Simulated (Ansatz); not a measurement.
Al:
```
Al
1.0
    0.00000     2.99930     2.99930
    2.99930     0.00000     2.99930
    2.99930     2.99930     0.00000
Al
2
Direct
  0.00000   0.00000   0.00000
  0.25000   0.25000   0.25000
```

Relaxed with PBEsol.

**Question.** Decompose the optical modes at the zone centre into irreducible representations, and say which are infrared and Raman allowed.

**Answer.** Point group m-3m: Γ_opt = T2g. Infrared: none. Raman: T2g.

**Question.** Assign frequencies (DFPT, the program Ansatz at the PBEsol level (PAW)).

**Answer.** T2g 281 cm⁻¹.

Space group Fd-3m (diamond). The start of the workflow was typed in or built on a structure type; neither database checked (COD, Materials Project) lists it. It is not the phase usual at ambient conditions (space group No. 225). Symmetry was held in the PBEsol relaxation. At this level the phase is mechanically unstable. As this level gives no gap, phonon frequencies hold no LO–TO term and depend on the k-mesh and smearing (Fermi–Dirac, 0.1 eV here).

Potentials: the later of the program's two PAW sets.
